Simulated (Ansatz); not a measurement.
**EuGaSi: what a change of hamiltonian.hubbard does**

Computed with the plane-wave PAW code Ansatz (scalar-relativistic, PAW set soft_2): PBEsol, collinear spin, 420 eV cutoff, k-mesh 9×9×8. These are the settings of the reference run.

Cell:

```
Eu Ga Si
1.0
     4.12629    0.00000    0.00000
    -2.06314    3.57347    0.00000
     0.00000    0.00000    4.25653
Eu Ga Si
1 1 1
Direct
  0.00000 0.00000 0.00000
  0.33333 0.66667 0.50000
  0.66667 0.33333 0.50000
```

The reference run of this cell is solved again as a single point with these keys changed:

| key | reference run | changed run |
| --- | --- | --- |
| hamiltonian.hubbard | not typed | {sites: [{species: Eu, l: f, u_eff: 1.0}], double_counting: fll} |

How does the changed run end?



| quantity | reference run | changed run |
| --- | --- | --- |
| pressure (GPa) | 0.0 | 0.6 |
| largest force (eV/Å) | 0.00 | 0.00 |
| gap on the mesh (eV) | 0.00 | 0.00 |
| moment of the cell (μB) | 6.96 | 7.05 |

The Hamiltonian isn't the same, so energies aren't compared. It took 17 iterations.

Caveats: the reference run: 4f shell without a U, which puts 4f levels too near the Fermi level; the reference run: open f or d shells may hold a state above the lowest; a single point, atoms not relaxed again; a change of U can also leave the f or d shell in another state.
